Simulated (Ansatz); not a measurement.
Here is the system:

NbAs:
```xyz
4
Lattice="-1.7367 1.7367 5.8752 1.7367 -1.7367 5.8752 1.7367 1.7367 -5.8752" Properties=species:S:1:pos:R:3 pbc="T T T"
Nb     0.0000     0.0000    11.7374
Nb     0.0000     1.7367     2.9246
As     0.0000     0.0000     4.9012
As     1.7367     0.0000     1.9636
```

This is the PBE-relaxed structure.

Question: All from PBE in the plane-wave PAW code Ansatz, unless another level is named. Predict the electronic character.

Answer: no gap, with almost no states at the Fermi level (zero-gap or semimetallic).

Question: And the formation energy from the elements (no fitted shifts)?

Answer: -0.69 eV/atom.

Space group I4_1md. The PBE relaxation kept the symmetry of its start. No spin polarisation was allowed. A small band overlap can be real or an error of a semilocal functional. The references are the lowest solids computed at this level, not always the standard phases. Spin–orbit coupling is left out wherever it is not named.

Potentials: the later of the program's two PAW sets.
